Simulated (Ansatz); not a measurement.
TaAg (L1₀ or tetragonal B2, P4/mmm), PBE in the plane-wave PAW code Ansatz, all energies at zero smearing, with the estimated change up to a 700 eV cutoff added, with one set of potentials and settings (totals compare only within such a set). Cell of 2 atoms (1 Ag, 1 Ta): -17523.123 eV.

| element | reference phase | E (eV/atom) |
|---|---|---|
| Ag | R-3m, 3 atoms in the cell | -7590.6139 |
| Ta | Im-3m, 1 atoms in the cell | -9933.2341 |

Formation energy per atom, worked out: (-17523.123 − 1×(-7590.6139) − 1×(-9933.2341))/2 = 0.363 eV/atom (35 kJ per mol of atoms), at 0 K, without zero-point energy or fitted corrections.

The start of the workflow was typed in or built on a structure type; neither database checked (COD, Materials Project) lists it. Whether it is the stable phase at ambient conditions was not checked. The PBE relaxation kept the symmetry of its start; whether a distortion lowers the energy is not shown. No spin polarisation was allowed. Its formation energy is positive at this level, so the cell may be metastable or incomplete. The references are the lowest solids computed at this level, not always the standard phases. Spin–orbit coupling is left out wherever it is not named.

Potentials: the earlier of the program's two PAW sets.
